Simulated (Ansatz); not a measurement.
## Does relaxation matter for the field gradients of ZnPtC6N6?

Start: a structure deposited in the COD, taken as it stands.

Space group Fm-3m (No. 225); a = 10.5186 Å.

| site | Wyckoff | site symmetry | x | y | z |
| --- | --- | --- | --- | --- | --- |
| Zn | 4b | m-3m | 0.5000 | 0.5000 | 0.5000 |
| Pt | 4a | m-3m | 0.0000 | 0.0000 | 0.0000 |
| C | 24e | 4m.m | 0.5000 | 0.5000 | 0.1931 |
| N | 24e | 4m.m | 0.5000 | 0.5000 | 0.2967 |

One atom of each set is listed; the run and its k-mesh use a cell of 14 atoms with edges of 7.44, 7.44, 7.44 Å.

Method: Kohn–Sham DFT in Ansatz, PBE, plane waves and PAW, scalar-relativistic, 420 eV cutoff, Γ-centred 6×6×6 k-points, Fermi–Dirac smearing 0.05 eV.

The largest force at the start is 10 eV/Å. Relaxing the ions at fixed cell moves them by 0.036 Å at most (atom 9, N) and 0.031 Å rms.

| site | moved (Å) | first shell before | first shell after | V_zz before (10²¹ V/m²) | η before |
| --- | --- | --- | --- | --- | --- |
| C | 0.030 | 1 N at 1.09 Å, 1 Pt at 2.03 Å, angle 180° | 1 N at 1.16 Å, 1 Pt at 2.00 Å, angle 180° | -4.01 | 0.00 |
| N | 0.036 | 1 C at 1.09 Å, 1 Zn at 2.14 Å, angle 180° | 1 C at 1.16 Å, 1 Zn at 2.10 Å, angle 180° | -7.10 | 0.00 |

Question: How do the gradients change?

Answer: 

```
site  V_zz after  η after  change of V_zz
   C       -3.78     0.00           +0.23
   N       -5.82     0.00           +1.28
```

The largest change of V_zz is on N, from -7.10 to -5.82. In per cent, |V_zz| changes by -6 on C, -18 on N (all sites that start above 0.5). Sites without a gradient aren't listed. Forces this large mark an entry whose positions are poorly determined or wrongly transcribed.

Without spin–orbit coupling the gradients at and beside Pt can be off by some per cent, at some sites by more. The database entry as given showed forces above 3 eV/Å or a pressure above 30 GPa, though relaxing it moves no atom far.
